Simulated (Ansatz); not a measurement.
MgH2 (rutile)

```
CELL_PARAMETERS angstrom
      4.51729     0.00000     0.00000
      0.00000     4.51729     0.00000
      0.00000     0.00000     3.01286
ATOMIC_POSITIONS crystal
  Mg 0.00000 0.00000 0.00000
  Mg 0.50000 0.50000 0.50000
  H  0.30441 0.30441 0.00000
  H  0.80441 0.19559 0.50000
  H  0.19559 0.80441 0.50000
  H  0.69559 0.69559 0.00000
```

A phonon eigenvector at Γ is frozen into this cell: atom i moves by Q times the vector below, so Q is the largest atomic displacement, in Å. The cell is held.

```csv
atom,x,y,z
H3,0.707,0.707,0.000
H4,0.707,-0.707,0.000
H5,-0.707,0.707,0.000
H6,-0.707,-0.707,0.000
```

Atoms not listed stay in place.

Method: PBE (plane waves to 420 eV, PAW, scalar-relativistic; Ansatz, a quantum-chemistry and plane-wave program). k mesh 7×7×11 (Γ-centred), Fermi-Dirac smearing 0.05 eV. E stands for the smeared free energy. MgH2 was relaxed with its symmetry unable to fall. ΔE is measured from the undisplaced structure.

| Q (Å) | ΔE (meV/cell) |
|---|---|
| -0.1000 | 120.7 |
| -0.0833 | 83.7 |
| -0.0667 | 53.5 |
| -0.0500 | withheld |
| -0.0333 | 13.4 |
| -0.0167 | 3.3 |
| 0.0000 | 0.0 |
| 0.0167 | 3.3 |
| 0.0333 | 13.4 |
| 0.0500 | 30.2 |
| 0.0667 | 53.8 |
| 0.0833 | 84.2 |
| 0.1000 | 121.6 |

**Question.** Fit a polynomial form (powers 2, 3, 4) to the given rows and predict ΔE at Q = -0.0500.

**Answer.** Least squares on the 12 given rows: ΔE = (12040)·Q² + (449.1)·Q³ + (8085)·Q⁴, in meV/cell with Q in Å; root-mean-square residual 0.05 meV/cell. At -0.0500 the fit gives 30.1 meV/cell; the calculation gives 30.1 meV/cell, the same to the digits shown. The quadratic term alone would give 30.1 meV/cell.

(A displaced cell: forces are minus the slopes of the energy, force constants its curvatures, and phonons follow from these.)
